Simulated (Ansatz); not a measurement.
## Bi: do energies and stresses tell the same story?

Method: DFT PBEsol, scalar-relativistic, plane waves, PAW in Ansatz 0.2.0.

Plane waves to 420 eV, a k mesh through Γ of 12×12×10 on the computed 2-atom cell and Gaussian smearing (0.10 eV); no spin polarisation.

Relaxed cell: P6_3/mmc, a = 4.268 Å, b = 4.268 Å, c = 4.217 Å, α = 90.00°, β = 90.00°, γ = 120.00°, 2 atoms in the primitive cell. This form isn't the element's structure at ambient conditions.

Energies at zero smearing and pressures from the stress tensor, at volumes with shape and atoms relaxed:
```tsv
V (Å³/atom)	E − E(first) (meV/atom)	P (GPa)
31.261	0.00	3.26
32.259	-14.81	1.56
33.257	-19.57	0.00
34.254	-15.31	-1.34
35.252	-3.65	-2.37
```

Question: Check P = −dE/dV between neighbouring volumes, and get the bulk modulus from the pressures alone.

Answer: With 1 eV/Å³ = 160.2 GPa:
```csv
middle V (Å³/atom),−ΔE/ΔV (GPa),mean P (GPa)
31.760,2.378,2.408
32.758,0.764,0.778
33.755,-0.683,-0.670
34.753,-1.873,-1.854
```

The two differ by 0.03 GPa at most. The mean of two end pressures misses the average over a step by about ΔV² P″/12, up to 0.03 GPa here; with that taken off 0.02 GPa remains. Around V = 33.257 Å³/atom, the two neighbours give B = −V ΔP/ΔV = 33.257 × 2.90 / 1.995 = 48.3 GPa, against B0 = 47.0 GPa from the Birch–Murnaghan fit of the energies.

Spin–orbit coupling is left out, which can shift energies with elements as heavy as these.

Cost: 6 runs of about 3.3 core-minutes in all, on Arm Neoverse V1 (shared hosts).